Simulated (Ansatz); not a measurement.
**AlNi$_{3}$: do energies and stresses tell the same story?**

Level of theory: DFT r2SCAN, scalar-relativistic, plane waves, PAW (Ansatz).

Settings: cutoff 500 eV, Γ-centred mesh 12×12×12 on the computed 4-atom cell, Gaussian smearing of 0.10 eV; collinear spin from starting moments 0 0.4 0.4 0.4 μB.

Relaxed cell: Pm-3m, a = 3.526 Å, b = 3.526 Å, c = 3.526 Å, α = 90.00°, β = 90.00°, γ = 90.00°, 4 atoms in the primitive cell. Whether it is the stable form of this composition wasn't checked.

Energies at zero smearing and pressures from the stress tensor, at volumes with shape and atoms relaxed:
```
V (Å³/atom) E − E(first) (meV/atom) P (GPa)
     10.303                     0.00    14.42
     10.632                   -21.33     6.61
     10.961                   -27.92     0.01
     11.290                   -22.05    -5.57
     11.618                    -5.65   -10.28
```

Q: Check P = −dE/dV between neighbouring volumes, and get the bulk modulus from the pressures alone.

A: With 1 eV/Å³ = 160.2 GPa:
```tsv
middle V (Å³/atom)	−ΔE/ΔV (GPa)	mean P (GPa)
10.468	10.395	10.513
10.796	3.208	3.307
11.125	-2.860	-2.781
11.454	-7.992	-7.927
```

The two differ by 0.12 GPa at most. The mean of two end pressures misses the average over a step by about ΔV² P″/12, up to 0.11 GPa here; with that taken off 0.01 GPa remains. Around V = 10.961 Å³/atom, the two neighbours give B = −V ΔP/ΔV = 10.961 × 12.18 / 0.658 = 203.0 GPa, against B0 = 201.8 GPa from the Birch–Murnaghan fit of the energies.

The state reached may not be the lowest one.

Only this magnetic start was tried.

Cost: 6 runs of about 6.2 core-minutes in all, on Intel Xeon Platinum 8488C (Sapphire Rapids) (shared hosts).